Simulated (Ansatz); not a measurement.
Computed properties of LuNi2Ge2

LuNi2Ge2:
```cif
data_Ge4Lu2Ni4
_chemical_formula_sum 'Lu2 Ni4 Ge4'
_space_group_name_H-M_alt 'I4/mmm'
_space_group_IT_number 139
_space_group_name_Hall '-I 4 2'
_cell_length_a 3.98694
_cell_length_b 3.98694
_cell_length_c 9.69482
_cell_angle_alpha 90.000
_cell_angle_beta 90.000
_cell_angle_gamma 90.000
loop_
_atom_site_label
_atom_site_type_symbol
_atom_site_symmetry_multiplicity
_atom_site_Wyckoff_symbol
_atom_site_fract_x
_atom_site_fract_y
_atom_site_fract_z
_atom_site_occupancy
Lu1 Lu 2 a 0.00000 0.00000 0.00000 1
Ni1 Ni 4 d 0.00000 0.50000 0.25000 1
Ge1 Ge 4 e 0.00000 0.00000 0.37289 1
```
(The calculation used a cell of 5 atoms; values per cell refer to that cell.)

Space group I4/mmm (No. 139); conventional cell a = 3.9869 Å, b = 3.9869 Å, c = 9.6948 Å, α = 90.00°, β = 90.00°, γ = 90.00°.

Method: r²SCAN (plane waves, PAW; program Ansatz). Structure relaxed to zero pressure with the same functional. Other levels are named where they apply.

### Cell and energy

```json
{
 "volume_per_atom": "15.41 Å³",
 "density": "9.43 g/cm³",
 "Formation energy from the elements (no fitted shifts)": "-0.66 eV/atom"
}
```

### Electronic structure

```json
{
  "electronic_character": "metallic (no gap)",
  "Density of states at the Fermi level": "0.59 states/eV per atom (mean over ±0.08 eV)"
}
```

The first step of the workflow began from a Materials Project structure, measured or hypothetical; the Crystallography Open Database copy checked does not list it. Its standing as an ambient phase is unchecked. The cell was relaxed with r²SCAN under the symmetry of its start; whether a distortion lowers the energy is not shown. No spin polarisation was allowed. The references are the lowest solids computed at this level, not always the standard phases. Scalar-relativistic: spin–orbit coupling is off unless named, which matters more the heavier the elements.

Potentials: the later of the program's two PAW sets.
